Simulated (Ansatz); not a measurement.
A crystal relaxed with r2SCAN in the PAW code Ansatz has space group F-43m (No. 216) and a = 6.024 Å.

```tsv
atom	site	x	y	z
Cu	4b	0.5000	0.0000	0.0000
Xx	4d	0.7500	0.7500	0.7500
```

With r2SCAN the gap is 1.67 eV and direct, at Γ. The HSE06 gap is direct at Γ: 2.67 eV. With PBE the gap is 1.17 eV and direct, at Γ. Meshes: r2SCAN 8×4×8, HSE06 4×2×4, PBE 8×4×8.

Problem. Which element is Xx?
A. I
B. F
C. H
D. Cl

Solution. A. Xx is I: an 8-atom cell of CuI (F-43m) from a materials database. Cu is surrounded by 4 I at 2.61 Å; I is surrounded by 4 Cu at 2.61 Å.

Calculated for a static, non-magnetic cell.

Spin-orbit coupling is left out, which matters wherever the heavy atoms make up the band edges.

The meshes of the hybrids are coarse, so their gaps aren't converged to the digits shown.
